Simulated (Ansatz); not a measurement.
Al₃Cu: phonon runs at many settings, some unsound

All numbers below come from DFT LDA, scalar-relativistic, plane waves, PAW (Ansatz 0.2.0). Cutoff 420 eV, 16×16×6 k-points (Γ-centred), Fermi-Dirac smearing of 0.15 eV. No spin polarisation. Phonons by linear response, acoustic sum rule imposed.

Relaxed structure:
```
Al Cu
1.0
     2.76108    0.00000    0.00000
     0.00000    2.76108    0.00000
     0.00000    0.00000    7.49811
Al Cu
3 1
Direct
  0.00000 0.00000 0.50000
  0.50000 0.50000 0.22007
  0.50000 0.50000 0.77993
  0.00000 0.00000 0.00000
```

In a metal, frequencies and elastic constants depend on the k mesh and the smearing, soft modes and shear constants most.

At these settings the run gives the optical modes at Γ (cm⁻¹, by rank, not all listed, no LO field; i marks imaginary):
| setting | mode 1 | mode 2 | mode 8 | mode 9 |
| --- | --- | --- | --- | --- |
| reference run | 94 | 94 | 258 | 296 |

One thing at a time is changed: finite displacements of 0.1 Å in the cell itself; cutoff 100 eV; cutoff 600 eV; Raman tensors without the field response; finite displacements of 0.03 Å in the cell itself; mixing β = 1.5; finite displacements of 0.01 Å in the cell itself; occupations methfessel-paxton, width 0.2 eV; q mesh of 3 divisions under Fermi–Dirac smearing of 0.5 eV; occupations fermi-dirac, width 0.05 eV. Some runs at doubtful settings were capped at 50 to 100 SCF iterations. What does each run give?

Results:

| setting | mode 1 | mode 2 | mode 8 | mode 9 |
| --- | --- | --- | --- | --- |
| finite displacements of 0.1 Å in the cell itself | 94 | 94 | 258 | 296 |
| cutoff 100 eV | 244i | 185i | 174 | 270 |
| cutoff 600 eV | 94 | 94 | 258 | 296 |
| Raman tensors without the field response | input refused | – | – | – |
| finite displacements of 0.03 Å in the cell itself | 94 | 94 | 258 | 296 |
| mixing β = 1.5 | input refused | – | – | – |
| finite displacements of 0.01 Å in the cell itself | 94 | 94 | 258 | 296 |
| occupations methfessel-paxton, width 0.2 eV | 92 | 92 | 256 | 301 |
| q mesh of 3 divisions under Fermi–Dirac smearing of 0.5 eV | stopped with an error | – | – | – |
| occupations fermi-dirac, width 0.05 eV | 93 | 93 | 256 | 300 |
The reference run stands for the crystal at ordinary settings. Unsound on purpose: cutoff 100 eV; Raman tensors without the field response; mixing β = 1.5; q mesh of 3 divisions under Fermi–Dirac smearing of 0.5 eV. No effect at these digits: finite displacements of 0.1 Å in the cell itself; cutoff 600 eV; finite displacements of 0.03 Å in the cell itself; finite displacements of 0.01 Å in the cell itself.

Cost: 11 runs of about 16 core-minutes in all, on Intel Xeon 6975P-C (Granite Rapids) (shared hosts).